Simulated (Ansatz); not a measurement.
## Zone-centre phonons of YTl at 15 GPa: input and output

All numbers below come from DFT LDA, scalar-relativistic, plane waves, PAW (Ansatz 0.2.0).

Launched with:
```bash
ansatz run input.yaml --threads 1 --pin off --max-ram 3072MiB --backend cpu --events-out ev --progress --plain --runs-dir out
```

Input (bare energies are in eV):
```yaml
crystal:
  lattice:
    - [3.5124428181, 0.0, 0.0]
    - [0.0, 3.5124428181, 0.0]
    - [0.0, 0.0, 3.5124428181]
  atoms:
    - { symbol: "Y", position: [0.5, 0.5, 0.5] }
    - { symbol: Tl, position: [0.0, 0.0, 0.0] }
basis:
  ecutwfc: 420
kpoints:
  mp_grid: { grid: [12, 12, 12] }
hamiltonian:
  xc: lda
scf:
  occupations: { method: fermi_dirac, width: 0.15 }
output:
  eigenvalues: true
phonons:
  method: dfpt
  eigenvectors: true
```

Results section of the output:
```
--- Phonons (Γ-DFPT): 2 representative perturbations + reference, on 196 of 1728 k-points (Σ response iterations 5) ---
  k mesh reduced under 8 symmetry operations, with k and −k counted as one. Each operation leaves every solved perturbation unchanged. A smaller set is not used because it would not reduce the number of displacements ...
  ASR residual: 7.190e-4 → 0.000e0 eV/Å²; symmetrization residual: 3.921e-6 eV/Å²
  ASR residual per site (eV/Å²): 7.19e-4 3.58e-5
  Γ frequencies (cm⁻¹): 0.00 0.00 0.00 145.65 145.65 145.65
  non-analytic LO–TO correction: not included (Born effective charges unavailable; polar crystals: no LO–TO splitting at Γ)
```

The run took 25 s on 1 thread of Arm Neoverse V2, on a shared host, peak memory 0.67 GiB.

In a metal, frequencies and elastic constants depend on the k mesh and the smearing, soft modes and shear constants most. Spin–orbit coupling is left out, which can shift energies with elements as heavy as these. Other phases may be more stable at this pressure.